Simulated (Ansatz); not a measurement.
TaSi2 in space group P6/mmm (No. 191; Ta on 1a, Si on 2d) at seven volumes, the program Ansatz at the PBE level (PAW), shape and atoms relaxed at each. One row is withheld.

```json
[
 {"V (Å³/atom)": "13.500", "P (GPa)": "18.44"},
 {"V (Å³/atom)": "13.945", "P (GPa)": "11.19"},
 {"V (Å³/atom)": "14.391", "P (GPa)": "?"},
 {"V (Å³/atom)": "14.836", "P (GPa)": "-0.01"},
 {"V (Å³/atom)": "15.281", "P (GPa)": "-4.40"},
 {"V (Å³/atom)": "15.726", "P (GPa)": "-8.11"},
 {"V (Å³/atom)": "16.171", "P (GPa)": "-11.20"}
]
```

Task: Fit the shown pressures and predict the withheld one.

Result: P = (3/2)B₀(x^(7/2) − x^(5/2))[1 + (3/4)(B′ − 4)(x − 1)] with x = (V₀/V)^(2/3). Least squares on the six rows gives V₀ = 14.832 Å³/atom, B₀ = 158 GPa, B′ = 4.56. At V = 14.391, x = 1.0203 and P = 5.11 GPa. The run itself gave 5.15 GPa.

The cell is a constructed one: a structure type filled with these elements; neither database checked (COD, Materials Project) lists it. COD files the formula under space group No. 180, 181, so this cell is another polymorph or a model. Its standing as an ambient phase is unchecked. The PBE relaxation kept the symmetry of its start; its stability against distortions is not shown here. No spin polarisation was allowed. Scalar-relativistic: spin–orbit coupling is off unless named, which matters more the heavier the elements.

Potentials: the later of the program's two PAW sets.
